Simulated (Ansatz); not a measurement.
Density of states of a Cd₃Pb₁₀Au₃ cell (elements on a fcc lattice, relaxed), per eV and atom, broadened by Gaussian smearing of width 0.1 eV and averaged over bins of 0.3 eV, from 8 eV under the Fermi level at most up to where the solved bands end.

Computed with DFT PBE, scalar-relativistic, plane waves, PAW (Ansatz).

Plane waves to 420 eV, a k mesh through Γ of 6×5×5 on the computed 16-atom cell and Gaussian smearing (0.10 eV); no spin polarisation.

```
Cd Au Pb
1.0
    -4.61300    4.67161   -5.27707
     4.61298    4.65245    5.23953
     4.61290   -4.65245   -5.23945
Cd Au Pb
3 3 10
Direct
  0.81306 0.53487 0.83749
  0.81311 0.97453 0.27716
  0.48994 0.47353 0.01535
  0.60030 0.73645 0.86282
  0.47698 0.25875 0.21716
  0.90835 0.67379 0.23349
  0.20687 0.96397 0.64854
  0.01256 0.25826 0.75324
  0.53530 0.06919 0.46505
  0.30294 0.33365 0.51480
  0.91026 0.44858 0.46062
  0.68801 0.72768 0.52284
  0.03773 0.02880 0.00786
  0.20687 0.55726 0.24184
  0.68802 0.16413 0.95927
  0.30293 0.78706 0.96821
```

```csv
E − E_F (eV),total,Au 5d,Pb 6p,Pb 6s,Cd 5s
-7.90,0.570,0.021,0.056,0.362,0.005
-7.60,0.590,0.030,0.048,0.436,0.004
-7.30,0.416,0.021,0.031,0.326,0.003
-7.00,0.257,0.012,0.016,0.208,0.002
-6.70,0.049,0.002,0.002,0.041,0.001
-6.40,0.000,0.000,0.000,0.000,0.000
-6.10,0.000,0.000,0.000,0.000,0.000
-5.80,0.075,0.011,0.017,0.011,0.020
-5.50,0.326,0.047,0.068,0.043,0.093
-5.20,0.074,0.033,0.015,0.003,0.015
-4.90,0.555,0.325,0.099,0.016,0.080
-4.60,1.122,0.841,0.154,0.023,0.043
-4.30,1.734,1.461,0.178,0.027,0.013
-4.00,2.060,1.787,0.157,0.051,0.013
-3.70,0.880,0.704,0.080,0.043,0.012
-3.40,0.493,0.225,0.140,0.034,0.024
-3.10,0.386,0.110,0.156,0.033,0.028
-2.80,0.389,0.067,0.210,0.031,0.032
-2.50,0.451,0.056,0.288,0.030,0.030
-2.20,0.375,0.038,0.255,0.026,0.024
-1.90,0.530,0.043,0.367,0.040,0.034
-1.60,0.510,0.034,0.361,0.040,0.035
-1.30,0.497,0.029,0.355,0.041,0.030
-1.00,0.542,0.026,0.388,0.046,0.033
-0.70,0.443,0.019,0.317,0.036,0.028
-0.40,0.476,0.018,0.337,0.039,0.028
-0.10,0.456,0.015,0.322,0.036,0.028
0.20,0.472,0.014,0.335,0.034,0.027
0.50,0.462,0.013,0.326,0.031,0.028
```

The columns after the total are the largest Löwdin projections on the valence shells of the potentials, so they needn't add up, and the weight of a shell that a potential lacks goes to other orbitals. The cell has no gap on the mesh.

Spin-orbit coupling is left out, which matters for the bands of heavy elements.

Cost: 2 runs of about 11 core-minutes in all (earlier runs that led there not counted), on Intel Xeon 6975P-C (Granite Rapids) (shared hosts).